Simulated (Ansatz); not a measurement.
SiO$_{2}$:
```cif
data_O6Si3
_chemical_formula_sum 'O6 Si3'
_space_group_name_H-M_alt 'P 1'
_space_group_IT_number 1
_cell_length_a 4.94947
_cell_length_b 4.94947
_cell_length_c 5.44174
_cell_angle_alpha 90.000
_cell_angle_beta 90.000
_cell_angle_gamma 120.000
loop_
_space_group_symop_operation_xyz
  'x, y, z'
loop_
_atom_site_label
_atom_site_type_symbol
_atom_site_fract_x
_atom_site_fract_y
_atom_site_fract_z
_atom_site_occupancy
O1 O 0.41257 0.26669 0.21428 1
O2 O 0.73331 0.14588 0.54761 1
O3 O 0.85412 0.58743 0.88095 1
O4 O 0.26669 0.41257 0.78572 1
O5 O 0.14588 0.73331 0.45239 1
O6 O 0.58743 0.85412 0.11905 1
Si1 Si 0.47048 0.00000 0.33333 1
Si2 Si 0.00000 0.47048 0.66667 1
Si3 Si 0.52952 0.52952 0.00000 1
```

Relaxed with PBEsol.

### Question
Decompose the optical modes at the zone centre into irreducible representations, and say which are infrared and Raman allowed.

### Answer
Point group 32: Γ_opt = 4A1 + 4A2 + 8E. Infrared: A2, E. Raman: A1, E.

### Question
Assign frequencies (DFPT, DFT-PBEsol in the program Ansatz with PAW potentials; without the LO–TO term).

### Answer
E 120, A1 196, E 248, A1 336, A2 341, E 371, E 421, A1 441, A2 465, E 674, A2 756, E 775, E 1044, A2 1051, A1 1061, E 1134 cm⁻¹.

Space group P3_121. The cell was relaxed with PBEsol under the symmetry of its start.

Potentials: the later of the program's two PAW sets.
